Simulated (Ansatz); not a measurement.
A geometry of Si3N4 away from equilibrium: the start of the relaxation of a generated cell, Si3N4 placed in a common structure type. Computed with PBEsol (plane waves to 420 eV, PAW, scalar-relativistic; Ansatz, an electronic-structure program). Γ-centred k-mesh 5×5×5 on the run's cell (coarser than for final values), Fermi–Dirac smearing 0.05 eV.

```xyz
14
Lattice="-2.9871 2.9871 2.9871 2.9871 -2.9871 2.9871 2.9871 2.9871 -2.9871" Properties=species:S:1:pos:R:3 pbc="T T T"
Si     2.2403     0.0000     1.4935
Si     0.7468     0.0000     4.4806
Si     1.4935     2.2403     0.0000
Si     4.4806     0.7468     0.0000
Si     0.0000     1.4935     2.2403
Si     0.0000     4.4806     0.7468
N      0.4959     0.4959     0.4959
N     -0.4959     2.4912     0.4959
N      2.4912     0.4959    -0.4959
N      0.4959    -0.4959     2.4912
N      1.9894     1.9894     1.9894
N      0.9977     3.9848    -0.9977
N     -0.9977     0.9977     3.9848
N      3.9848    -0.9977     0.9977
```

**Question.** Which atoms carry the largest force, and which way does it point?

**Answer.** 3.42 eV/Å, on N7, N8, N9, N10, N11, N12, N13, N14 (atoms numbered as listed); on N7 its components are (-1.97, -1.97, -1.97).

**Question.** What is the pressure?

**Answer.** -2.1 GPa, compression positive.

**Question.** How much energy per atom can still be gained by relaxing?

**Answer.** 1.54 eV/atom; the path ends in I-43d (No. 220).

No spin polarisation in the result.

The run could not lose the symmetry of its start.

The first start was generated by placing the elements on the sites of a structure type. A measured structure of Si3N4 has the same space group, I-43d (No. 220); the sites were not compared with it. Another known form has space group No. 176.
